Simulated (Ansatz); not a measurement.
Crystals of one structure type (bcc (W type)), relaxed and computed with the program Ansatz at the PBE+D3(BJ) level (PAW).

| crystal | a (Å) | spin order and moments (μB) |
|---|---|---|
| K | 5.161 | not spin-polarised |
| V | 2.950 | moments vanished |
| Cr | 2.832 | antiferromagnetic; net 0.00 per atom; largest site about 0.9 |
| Fe | … | … |
| Rb | 5.558 | not spin-polarised |
| Nb | 3.267 | not spin-polarised |
| Ta | 3.286 | not spin-polarised |
| W | 3.160 | not spin-polarised |

Problem. Some entries are withheld; supply them.

Solution. 
- Fe, a (Å): 2.804
- Fe, spin order and moments (μB): ferromagnetic; net 2.10 per atom; largest site about 2.2

Spin orders computed, not proven ground states: Cr, bcc (W type) antiferromagnetic; Fe, bcc (W type) ferromagnetic. Began spin-polarised and lost the moments: V, bcc (W type). All cells were relaxed under the symmetry of their starts (and spin orders); stability against distortions was not tested throughout. Rows with no word on spin ran without spin polarisation. Spin–orbit coupling is left out wherever it is not named.

Potentials: the earlier of the program's two PAW sets.
